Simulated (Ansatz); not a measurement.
## ScPt3 (AuCu3-type structure): a workflow

**The experiment.** The Crystallography Open Database holds a cell as deposited of cubic ScPt3 (space group Pm-3m), temperature not stated (1967): a = 3.954 Å, 15.45 Å³/atom.

The computed numbers are results of PBEsol, scalar-relativistic (no spin polarisation) in the plane-wave PAW code Ansatz at 420 eV, 8×8×8 k-mesh, Gaussian smearing of 0.05 eV; PAW files: Ansatz's generated set soft_2.

The start was a prototype's sites filled with these elements; the Crystallography Open Database holds the compound in this structure.

Starting cell, 1 % over the database's volume:

```cif
data_structure
_symmetry_space_group_name_H-M 'P 1'
_symmetry_Int_Tables_number 1
_cell_length_a 3.9671
_cell_length_b 3.9671
_cell_length_c 3.9671
_cell_angle_alpha 90.000
_cell_angle_beta 90.000
_cell_angle_gamma 90.000
_cell_volume 62.44
loop_
_atom_site_label
_atom_site_type_symbol
_atom_site_fract_x
_atom_site_fract_y
_atom_site_fract_z
_atom_site_occupancy
Sc1 Sc 0.00000 0.00000 0.00000 1
Pt1 Pt 0.00000 0.50000 0.50000 1
Pt2 Pt 0.50000 0.50000 0.00000 1
Pt3 Pt 0.50000 0.00000 0.50000 1
```

The first steps of the search for zero pressure:

| run | level | k-mesh | kind | V (Å³/atom) | P (GPa) | gap on the mesh (eV) |
| --- | --- | --- | --- | --- | --- | --- |
| 1 | PBEsol | 8×8×8 | fixed cell | 15.61 | -2.6 | metal |

**Question.** At which volume does PBEsol reach zero pressure?

**Answer.** 15.42 Å³/atom, about 1.2 % under the start.

The steps that followed:

| run | level | k-mesh | kind | V (Å³/atom) | P (GPa) | E − E(final) (meV/atom) | gap on the mesh (eV) |
| --- | --- | --- | --- | --- | --- | --- | --- |
| 2 | PBEsol | 8×8×8 | fixed cell | 15.34 | 1.3 | 0.3 | metal |
| 3 | PBEsol | 8×8×8 | fixed cell | 15.42 | 0.0 | 0.0 | metal |

The cell is relaxed to zero pressure at this level.

The final structure (symmetry read at 0.01 Å). Symmetry: Pm-3m, No. 221, cubic system. Conventional cell: a = 3.951 Å, b = 3.951 Å, c = 3.951 Å, α = 90.00°, β = 90.00°, γ = 90.00°. Sc (site symmetry m-3m) has 12 Pt at 2.79 Å as nearest neighbours. Pt (site symmetry 4/mmm) is surrounded by 4 Sc at 2.79 Å and 8 Pt at 2.79 Å. (Shells end 15 % past the nearest neighbour.)

| atom | site | symmetry | x | y | z |
| --- | --- | --- | --- | --- | --- |
| Sc | 1a | m-3m | 0.0000 | 0.0000 | 0.0000 |
| Pt | 3c | 4/mm.m | 0.0000 | 0.5000 | 0.5000 |

- At the final geometry the gap, band path included, is zero (metallic).
- The equation of state gives B0 = 225 GPa and B0′ = 5.6.
- Against the elements' standard states, run alike and uncorrected, the formation energy is -1.06 eV/atom.

**Why it comes out so.**

With 65 valence electrons in the calculation's cell and no magnetic order, the bands, two electrons each, can't all be full or empty: band theory demands a metal. (Only strong correlation, outside this picture, could make a Mott insulator of it.)

**Against experiment.** PBEsol gives 3.951 Å and 15.42 Å³/atom, −0.2 % in volume (−0.1 % in length) from the database's cell. Agreement this close is partly luck: the calculation is for a static lattice, the crystal has zero-point motion and thermal expansion.

These numbers lack spin–orbit coupling.
